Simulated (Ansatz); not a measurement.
Data:

WS₂:
```yaml
crystal:
  lattice:
    - [3.12713, 0.00000, 0.00000]
    - [-1.56356, 2.70817, 0.00000]
    - [0.00000, 0.00000, 12.15764]
  atoms:
    - { symbol: W, position: [0.33333, 0.66667, 0.25000] }
    - { symbol: W, position: [0.66667, 0.33333, 0.75000] }
    - { symbol: S, position: [0.33333, 0.66667, 0.62152] }
    - { symbol: S, position: [0.66667, 0.33333, 0.37848] }
    - { symbol: S, position: [0.66667, 0.33333, 0.12152] }
    - { symbol: S, position: [0.33333, 0.66667, 0.87848] }
```

This is the LDA-relaxed structure.

Question: All from LDA in the plane-wave PAW code Ansatz, unless another level is named. Estimate the Born charges (a third of the trace).

Answer: W -0.67, S +0.34 e.

Question: Give the electronic dielectric constant ε∞ (DFPT).

Answer: 14.1 (xx = yy), 6.78 (zz).

Question: Next, the static dielectric constant ε0 (ions relaxed, cell fixed)?

Answer: 14.2 (xx = yy), 6.82 (zz).

Space group P6_3/mmc. The LDA relaxation kept the symmetry of its start. The run is not spin-polarised. A crystal of weakly bound layers computed without a dispersion correction: the cell and the soft elastic constants depend strongly on that. Spin–orbit coupling is left out wherever it is not named.

Potentials: the earlier of the program's two PAW sets. The files were generated under PBE; for other functionals the program regenerates the frozen cores, and for LDA and PBEsol the local potential too.
